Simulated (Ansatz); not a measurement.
CsGeI3:
```cif
data_Cs3Ge3I9
_chemical_formula_sum 'Cs3 Ge3 I9'
_space_group_name_H-M_alt 'R3m :H'
_space_group_IT_number 160
_space_group_name_Hall 'R 3 -2"'
_cell_length_a 8.24571
_cell_length_b 8.24571
_cell_length_c 10.18267
_cell_angle_alpha 90.000
_cell_angle_beta 90.000
_cell_angle_gamma 120.000
loop_
_atom_site_label
_atom_site_type_symbol
_atom_site_symmetry_multiplicity
_atom_site_Wyckoff_symbol
_atom_site_fract_x
_atom_site_fract_y
_atom_site_fract_z
_atom_site_occupancy
Cs1 Cs 3 a 0.00000 0.00000 0.59481 1
Ge1 Ge 3 a 0.00000 0.00000 0.11207 1
I1 I 9 b 0.33402 0.16701 0.26037 1
```
(The calculation used a cell of 5 atoms; values per cell refer to that cell.)

Relaxed with PBEsol. DFT-PBEsol in the program Ansatz with PAW potentials gives a gap of 0.40 eV.

**Question.** What gap does HSE06 give on the same cell (Ansatz, PAW)?

**Answer.** 0.67 eV, 0.27 eV more. The hybrid was solved on a coarser mesh and at special points; its gap is the smallest among all of these.

```csv
k,v1 PBEsol,c1 PBEsol,v1 HSE06,c1 HSE06
Γ,-1.73,2.75,…,…
L,-1.34,1.14,…,…
F,-0.66,0.86,…,…
T,0.00,0.41,0.00,0.67
```

**Question.** Top valence (v1) and lowest conduction level (c1) in eV from each method's valence maximum (which need not be a listed point): supply the withheld HSE06 values.

**Answer.** 
- F, v1 HSE06: -0.81
- F, c1 HSE06: 1.14
- Γ, v1 HSE06: -2.31
- Γ, c1 HSE06: 3.33
- L, v1 HSE06: -1.64
- L, c1 HSE06: 1.45

Cost on shared cores: the PBEsol run (SCF on a 5×5×5 mesh, then bands and DOS) roughly 2.3 core-minutes, the HSE06 run (SCF on 3×3×3, then a few points) around 6 core-minutes (rough); the tasks are unlike.

The workflow started from a Materials Project entry (that database holds measured and hypothetical structures alike); the Crystallography Open Database files this formula in space group No. 160, but the cells were not matched. Whether it is the stable phase at ambient conditions was not checked. The PBEsol relaxation kept the symmetry of its start; its stability against distortions is not shown here. Scalar-relativistic: spin–orbit coupling is off unless named, which matters more the heavier the elements.

Potentials: the later of the program's two PAW sets.
